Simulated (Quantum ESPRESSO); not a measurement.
Band energies of CdS

```
CdS
1.0
    0.00000     2.94295     2.94295
    2.94295     0.00000     2.94295
    2.94295     2.94295     0.00000
S Cd
1 1
Direct
  0.75000   0.75000   0.75000
  0.00000   0.00000   0.00000
```

norm-conserving PBE (Quantum ESPRESSO, 102 Ry, scalar-relativistic); path ΓXWKΓLUWLK,UX; energies in eV from the valence-band maximum.

```csv
k (1/Å),point,band 9,band 10,band 11,band 12,band 13,band 14,band 15,band 16
0.00,Γ,-7.18,-7.18,0.00,0.00,0.00,1.09,6.54,6.54
0.21,,-7.19,-7.18,-0.75,-0.20,-0.20,1.92,6.08,6.82
0.53,,-7.20,-7.14,-2.27,-0.97,-0.97,3.53,4.83,8.07
0.85,,-7.11,-6.91,-3.50,-1.63,-1.63,3.74,4.36,8.68
1.07,X,-7.10,-6.77,-3.83,-1.78,-1.78,3.60,4.32,9.09
1.47,,-7.15,-6.62,-3.78,-2.09,-2.04,4.98,5.13,7.77
1.60,W,-7.18,-6.60,-3.77,-2.14,-2.09,5.31,5.44,7.18
1.85,,-7.15,-6.64,-3.79,-2.37,-1.58,4.47,5.39,8.05
1.98,K,-7.14,-6.65,-3.80,-2.41,-1.45,4.24,5.38,8.42
2.18,,-7.17,-6.72,-3.72,-2.34,-1.07,4.45,5.84,7.46
2.39,,-7.20,-6.99,-3.28,-1.83,-0.66,4.10,6.21,6.58
2.70,,-7.20,-7.17,-1.94,-0.75,-0.20,2.83,5.99,6.96
3.01,,-7.19,-7.18,-0.28,-0.05,-0.01,1.35,6.45,6.57
3.11,Γ,-7.18,-7.18,0.00,0.00,0.00,1.09,6.54,6.54
3.21,,-7.18,-7.18,-0.29,-0.02,-0.02,1.35,6.47,6.58
3.52,,-7.18,-7.18,-2.11,-0.31,-0.31,2.59,6.19,6.98
3.83,,-7.16,-7.02,-3.78,-0.64,-0.64,2.97,7.01,7.04
4.04,L,-7.15,-6.83,-4.23,-0.71,-0.71,2.97,7.00,7.00
4.14,,-7.15,-6.82,-4.21,-0.86,-0.75,3.14,6.73,7.08
4.36,,-7.15,-6.74,-4.02,-1.69,-1.00,4.00,5.95,7.62
4.69,U,-7.14,-6.65,-3.80,-2.41,-1.45,4.24,5.38,8.42
4.97,,-7.17,-6.61,-3.77,-2.24,-1.93,5.13,5.41,7.33
5.07,W,-7.18,-6.60,-3.77,-2.14,-2.09,5.31,5.44,7.18
5.16,,-7.17,-6.61,-3.77,-2.26,-1.89,5.22,5.48,7.08
5.44,,-7.16,-6.72,-3.96,-1.84,-1.16,4.30,5.83,7.16
5.73,,-7.15,-6.82,-4.21,-0.83,-0.74,3.10,6.78,7.06
5.82,L,-7.15,-6.83,-4.23,-0.71,-0.71,2.97,7.00,7.00
5.98,,-7.15,-6.80,-4.17,-1.03,-0.79,3.33,6.52,7.18
6.15,,-7.15,-6.74,-4.02,-1.69,-1.00,4.00,5.95,7.62
6.39,,-7.15,-6.65,-3.81,-2.40,-1.36,4.31,5.54,8.16
6.48,K,-7.14,-6.65,-3.80,-2.41,-1.45,4.24,5.38,8.42
6.48,U,-7.14,-6.65,-3.80,-2.41,-1.45,4.24,5.38,8.42
6.57,,-7.13,-6.67,-3.80,-2.25,-1.59,4.08,4.98,8.65
6.85,X,-7.10,-6.77,-3.83,-1.78,-1.78,3.60,4.32,9.09
```

The PBE gap is direct, 1.09 eV at Γ.

Spin-orbit splittings are left out.

Geometry of the Materials Project entry, not relaxed at this level.
